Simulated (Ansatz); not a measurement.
Computed with Ansatz 0.2.0, DFT PBE, scalar-relativistic, plane waves, PAW. The screen uses 420 eV, coarse Γ-centred meshes (up to 0.6 Å⁻¹ on the start cell), Gaussian smearing of 0.2 eV, tolerances of 0.08 eV/Å and 0.8 GPa and 16 steps at most, with the symmetry of each start kept. No spin polarisation. Energies are free energies per atom, good to about 0.1 eV/atom between metallic cells, end volumes are rough, and groups of ends are read at 0.1 Å.

Two trial cells of Be4Se3, not yet relaxed:

A.

```
Be Se
1.0
     4.80071    0.00000    0.00000
    -2.40036    4.15754    0.00000
     0.00000    0.00000    6.79578
Be Se
4 3
Direct
  0.00000 0.00000 0.76874
  0.00000 0.00000 0.23126
  0.33333 0.66667 0.50000
  0.66667 0.33333 0.50000
  0.26218 0.00000 0.50000
  0.00000 0.26218 0.50000
  0.73782 0.73782 0.50000
```

B.

```
Be Se
1.0
     1.85000    1.06810    9.13333
    -1.85000    1.06810    9.13333
     0.00000   -2.13620    9.13333
Be Se
4 3
Cartesian
  0.0000 0.0000 19.3718
  0.0000 0.0000 3.5346
  0.0000 0.0000 8.0282
  0.0000 0.0000 23.8654
  0.0000 0.0000 21.4542
  0.0000 0.0000 5.9458
  0.0000 0.0000 0.0000
```

Question: Which is lower as given, and which after relaxing?

Answer: As given, B is lower by 2.37 eV/atom. Relaxed, A is lower by 0.20 eV/atom, so the order turns round. A goes from P-62m at 19.4 Å³/atom to P-62m at 22.4 Å³/atom and gains 2.73 eV/atom. B goes from R-3m at 15.5 Å³/atom to R-3m at 17.1 Å³/atom and gains 0.16 eV/atom. The closest pair in A goes from Be–Se at 1.80 Å to Be–Be at 2.08 Å. The closest pair in B goes from Be–Se at 2.08 Å to Be–Se at 2.19 Å. At the end: counting Se atoms around Be (those within 1.25 times the shortest such distance or 1.15 times the sum of covalent radii, 1.27 where that leaves under three; a plus sign parts nearer from farther groups; a slash parts the counts of unlike sites), A has Be 3 and B has Be 3/1+3.

No dispersion correction is applied, so the spacing and binding between layers, chains or molecules are poorly described (R-3m), and this can change margins and order among such cells.
